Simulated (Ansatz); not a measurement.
Theory: Ansatz, DFT PBE, scalar-relativistic, plane waves, PAW. All cells share a 420 eV cutoff and Γ-centred k meshes spaced at most about 0.3 Å⁻¹ (about 0.25 or finer for metals, 2π included). Collinear spin in cells that started with moments and kept them past the coarse steps, no spin elsewhere.

Temperature and zero-point effects are left out. All come from trial cells, and lower structures may exist.

Question: These unrelaxed guesses for K2Li2C are each relaxed within their symmetry. Order them by the energy at which they end, lowest first.
1.

```cif
data_structure
_symmetry_space_group_name_H-M 'P6/mmm'
_symmetry_Int_Tables_number 191
_cell_length_a 5.1168
_cell_length_b 5.1168
_cell_length_c 4.7790
_cell_angle_alpha 90.000
_cell_angle_beta 90.000
_cell_angle_gamma 120.000
_cell_volume 108.36
loop_
_atom_site_label
_atom_site_type_symbol
_atom_site_symmetry_multiplicity
_atom_site_Wyckoff_symbol
_atom_site_fract_x
_atom_site_fract_y
_atom_site_fract_z
_atom_site_occupancy
K1 K 2 c 0.33333 0.66667 0.00000 1
Li1 Li 2 e 0.00000 0.00000 0.70262 1
C1 C 1 a 0.00000 0.00000 0.00000 1
```

2.

```cif
data_structure
_symmetry_space_group_name_H-M 'P4/mmm'
_symmetry_Int_Tables_number 123
_cell_length_a 4.1506
_cell_length_b 4.1506
_cell_length_c 7.5210
_cell_angle_alpha 90.000
_cell_angle_beta 90.000
_cell_angle_gamma 90.000
_cell_volume 129.57
loop_
_atom_site_label
_atom_site_type_symbol
_atom_site_symmetry_multiplicity
_atom_site_Wyckoff_symbol
_atom_site_fract_x
_atom_site_fract_y
_atom_site_fract_z
_atom_site_occupancy
K1 K 2 g 0.00000 0.00000 0.22782 1
Li1 Li 2 e 0.00000 0.50000 0.50000 1
C1 C 1 b 0.00000 0.00000 0.50000 1
```

3.

```cif
data_structure
_symmetry_space_group_name_H-M 'P4/mmm'
_symmetry_Int_Tables_number 123
_cell_length_a 4.0547
_cell_length_b 4.0547
_cell_length_c 6.5908
_cell_angle_alpha 90.000
_cell_angle_beta 90.000
_cell_angle_gamma 90.000
_cell_volume 108.36
loop_
_atom_site_label
_atom_site_type_symbol
_atom_site_symmetry_multiplicity
_atom_site_Wyckoff_symbol
_atom_site_fract_x
_atom_site_fract_y
_atom_site_fract_z
_atom_site_occupancy
K1 K 2 h 0.50000 0.50000 0.79523 1
Li1 Li 2 f 0.00000 0.50000 0.00000 1
C1 C 1 a 0.00000 0.00000 0.00000 1
```

4.

```cif
data_structure
_symmetry_space_group_name_H-M 'P-3m1'
_symmetry_Int_Tables_number 164
_cell_length_a 4.3945
_cell_length_b 4.3945
_cell_length_c 7.1721
_cell_angle_alpha 90.000
_cell_angle_beta 90.000
_cell_angle_gamma 120.000
_cell_volume 119.95
loop_
_atom_site_label
_atom_site_type_symbol
_atom_site_symmetry_multiplicity
_atom_site_Wyckoff_symbol
_atom_site_fract_x
_atom_site_fract_y
_atom_site_fract_z
_atom_site_occupancy
K1 K 2 d 0.33333 0.66667 0.63870 1
Li1 Li 2 d 0.33333 0.66667 0.27192 1
C1 C 1 a 0.00000 0.00000 0.00000 1
```

Answer: 2 (ends in P4/mmm, 0 meV/atom), 4 (ends in P-3m1, 23 meV/atom), 3 (ends in P4/mmm, 43 meV/atom), 1 (ends in P6/mmm, 297 meV/atom). Even the lowest end lies +0.57 eV/atom against the elements.

A magnetic state wasn't ruled out in cells without spin, among them P-3m1. Another magnetic order may lie lower. Cells relaxed within their symmetry can be saddle points. Some types were kept out of the candidates beforehand, so the set may lack a known form.
